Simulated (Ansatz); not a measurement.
# Fields on a plane of Ba3PbO (anti-perovskite)

```
Ba3PbO
1.0
    5.34528     0.00000     0.00000
    0.00000     5.34528     0.00000
    0.00000     0.00000     5.34528
Ba Pb O
3 1 1
Direct
  0.50000   0.00000   0.50000
  0.00000   0.50000   0.50000
  0.50000   0.50000   0.00000
  0.00000   0.00000   0.00000
  0.50000   0.50000   0.50000
```

The slice is a {110} plane (indices of the conventional cell) through the point (0.000, 0.500, 0.500) (fractional), spanned by u = [100] and v = [011] in vectors of this cell: u (5.35 Å) and v (7.56 Å, at 90° to u). It covers one period; positions are fractions (u, v).

Atoms on it: Ba at (0.00, 0.00); Pb at (0.00, 0.50); O at (0.50, 0.00).

Calculation: LDA (plane waves to 420 eV, PAW, scalar-relativistic; Ansatz, an electronic-structure program). k mesh 9×9×9. Inside the PAW spheres the values are not all-electron values, and peaks at nuclei hang on which shells count as valence. At this level the bands of Ba3PbO touch or barely overlap. Ba3PbO was relaxed with its symmetry unable to fall. Spin-orbit coupling is left out, though Pb is heavy.

| v \ u | 0.00 | 0.10 | 0.20 | 0.30 | 0.40 | 0.50 | 0.60 | 0.70 | 0.80 | 0.90 |
|---|---|---|---|---|---|---|---|---|---|---|
| 0.93 | x | x | <0.0 | 6.0 | x | x | x | 6.0 | <0.0 | x |
| 0.86 | <0.0 | <0.0 | 2.9 | 6.2 | 7.2 | 7.1 | 7.2 | 6.2 | 2.9 | <0.0 |
| 0.79 | 4.9 | 5.5 | 6.2 | 6.2 | 5.4 | 5.0 | 5.4 | 6.2 | 6.2 | 5.5 |
| 0.71 | 6.9 | 7.4 | 7.6 | 6.8 | 5.2 | 4.4 | 5.2 | 6.8 | 7.6 | 7.4 |
| 0.64 | <0.0 | 1.9 | 6.6 | 7.6 | 6.6 | 5.9 | 6.6 | 7.6 | 6.6 | 1.9 |
| 0.57 | x | x | 1.7 | 7.8 | 8.1 | 7.7 | 8.1 | 7.8 | 1.7 | x |
| 0.50 | x | x | <0.0 | 7.6 | 8.6 | 8.4 | 8.6 | 7.6 | <0.0 | x |
| 0.43 | x | x | 1.7 | 7.8 | 8.1 | 7.7 | 8.1 | 7.8 | 1.7 | x |
| 0.36 | <0.0 | 1.9 | 6.6 | 7.6 | 6.6 | 5.9 | 6.6 | 7.6 | 6.6 | 1.9 |
| 0.29 | 6.9 | 7.4 | 7.6 | 6.8 | 5.2 | 4.4 | 5.2 | 6.8 | 7.6 | 7.4 |
| 0.21 | 4.9 | 5.5 | 6.2 | 6.2 | 5.4 | 5.0 | 5.4 | 6.2 | 6.2 | 5.5 |
| 0.14 | <0.0 | <0.0 | 2.9 | 6.2 | 7.2 | 7.1 | 7.2 | 6.2 | 2.9 | <0.0 |
| 0.07 | x | x | <0.0 | 6.0 | x | x | x | 6.0 | <0.0 | x |
| 0.00 | x | x | <0.0 | 5.1 | x | x | x | 5.1 | <0.0 | x |

Values: electrostatic potential energy of an electron, from the cell's mean, in eV. Points within 1 Å of a nucleus are blanked (x), as the pseudised field means little there. Values under 0 eV are set to 0. The zero, the cell's mean, hangs on the PAW cores.

```
|xxxx%%@@##..::%%@@xxxxxx@@%%::..##@@%%xx|
|**%%@@@@**..::##@@@@@@@@@@##::..**@@@@%%|
|@@@@@@%%--  ..++##%%%%%%##++..  --%%@@@@|
|@@%%##==..    ::==++++++==::    ..==##%%|
|==--::..        ..........        ..::--|
|........                          ......|
|::::::--::..                  ..::--::::|
|++++++++++--..              ..--++++++++|
|==++++++++++--..          ..--++++++++++|
|======++++++==::..      ..::==++++++====|
|==========++++--::..  ..::--++++========|
|..::--====++++++--::..::--++++++====--::|
|xxxx::======++++==--::--==++++======::xx|
|xxxx..--====++++==--::--==++++====--..xx|
|xxxx::======++++==--::--==++++======::xx|
|..::--====++++++--::..::--++++++====--::|
|==========++++--::..  ..::--++++========|
|======++++++==::..      ..::==++++++====|
|==++++++++++--..          ..--++++++++++|
|++++++++++--..              ..--++++++++|
|::::::--::..                  ..::--::::|
|........                          ......|
|==--::..        ..........        ..::--|
|@@%%##==..    ::==++++++==::    ..==##%%|
|@@@@@@%%--  ..++##%%%%%%##++..  --%%@@@@|
|**%%@@@@**..::##@@@@@@@@@@##::..**@@@@%%|
|xxxx%%@@##..::%%@@xxxxxx@@%%::..##@@%%xx|
|xxxx**@@##..::%%@@xxxxxx@@%%::..##@@**xx|
```
Scale: ten equal steps from 0.02 (start of ' ') to 0.87 (end of '@'), in the order ' .:-=+*#%@'. Values: electron localisation function (ELF). The map has 20 points along u (two characters each, u = 0 at the left) and 28 along v (v = 0 in the bottom row). Points within 0.5 Å of a nucleus are blanked (x), as the pseudised field means little there.

The density on the Ba–O line (2.67 Å) at its density minimum, 1.5 Å from Ba is 0.26 e/Å³ and the ELF at that point is 0.2.
